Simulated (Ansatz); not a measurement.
Relaxed-ion elastic tensor of NbO₃ (ReO3 type, space group No. 221) in GPa (Voigt order), PBEsol in the plane-wave PAW code Ansatz; density 3.87 g/cm³, 15.10 Å³ per atom.

|  | 1 | 2 | 3 | 4 | 5 | 6 |
|---|---|---|---|---|---|---|
| 1 | 443 | 45.8 | 45.8 | 0.0 | 0.0 | 0.0 |
| 2 | 45.8 | 443 | 45.8 | 0.0 | 0.0 | 0.0 |
| 3 | 45.8 | 45.8 | 443 | 0.0 | 0.0 | 0.0 |
| 4 | 0.0 | 0.0 | 0.0 | 28.0 | 0.0 | 0.0 |
| 5 | 0.0 | 0.0 | 0.0 | 0.0 | 28.0 | 0.0 |
| 6 | 0.0 | 0.0 | 0.0 | 0.0 | 0.0 | 28.0 |

Problem. Is the crystal mechanically stable?

Solution. Yes: the smallest eigenvalue of C is 28.0 GPa.

Problem. Work out the Voigt, Reuss and Hill averages.

Solution. K_V = 178, K_R = 178, K_H = 178; G_V = 96.3, G_R = 42.6, G_H = 69.5 GPa.

Problem. Give Young's modulus, Poisson's ratio, Pugh's ratio and the universal anisotropy index.

Solution. E = 9KG/(3K + G) = 184 GPa; ν = 0.33; K/G = 2.57 (ductile by the Pugh limit of 1.75); A_U = 5G_V/G_R + K_V/K_R − 6 = 6.29.

Problem. Estimate the sound speeds and the Debye temperature.

Solution. v_l = √((K + 4G/3)/ρ) = 8360 m/s, v_t = √(G/ρ) = 4240 m/s, mean 4750 m/s; Θ = (h/k)(3n/4πV)^(1/3) v_m = 572 K.

Space group Pm-3m (ReO3 type). The start of the workflow was typed in or built on a structure type; neither database checked (COD, Materials Project) lists it. Whether it is the stable phase at ambient conditions was not checked. Symmetry was held in the PBEsol relaxation, as lowered by the spin order; whether a distortion lowers the energy is not shown. Magnetic state: ferrimagnetic, the only order run, not a proven ground state. The cell computed holds one magnetic atom, so no antiferromagnetic order was within reach. No Hubbard U is applied. As this level gives no gap, shear constants depend on the k-mesh and smearing (Fermi–Dirac, 0.1 eV here).

Potentials: the later of the program's two PAW sets.
